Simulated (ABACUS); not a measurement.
Consider a self-consistent single point of Si2Ni (Fm-3m, 3 atoms in the cell; from Materials Project mp-2291).

```xyz
3
Lattice="0.0000 2.6932 2.6932 2.6932 0.0000 2.6932 2.6932 2.6932 0.0000" Properties=species:S:1:pos:R:3 pbc="T T T"
Si     1.3466     1.3466     1.3466
Si     4.0397     4.0397     4.0397
Ni     0.0000     0.0000     0.0000
```

Level of theory: PBE, PseudoDojo 0.5 standard norm-conserving PBE (tails mended) pseudopotentials (plane waves; ABACUS 3.10.1).

ABACUS settings:

```
setting                                                               value
---------------  ----------------------------------------------------------
KPT                                                    Gamma 11 11 11 0 0 0
basis_type                                                               pw
ecutwfc                                                               98 Ry
smearing_method                                                          mv
smearing_sigma                                                 0.0146997 Ry
potentials       PseudoDojo 0.5 standard norm-conserving PBE (tails mended)
symmetry                                                                  1
ks_solver                                                               dav
scf_nmax                                                                100
scf_thr                                                          1.0e-09 Ry
mixing_type                                                         broyden
mixing_beta                                                             0.7
```

Results:

* **Number of valence electrons**: 26
* **Number of bands**: 23
* **Number of k-points after the program's reduction**: 56
* **Number of plane waves (most at a k-point)**: 4345
* **Number of SCF iterations**: 9
* **FFT grid**: 45 × 45 × 45
* **Free energy E − TS**: -4797.1280 eV
* **Fermi level (on the code's own zero)**: 13.60 eV
* **Pressure**: 5.05 GPa

Stress (GPa, positive for compression):
```
5.05  0.00  0.00
0.00  5.05  0.00
0.00  0.00  5.05
```

The run has no spin polarisation, so moments on Ni cannot form. The structure comes from a collection of computed structures, made at another level of theory; the collection holds predicted forms beside known ones.

Cost on one core: very roughly 80 core-seconds.

“Tails mended”: in these copies of the files the far tail of each local potential was reset to the Coulomb form.
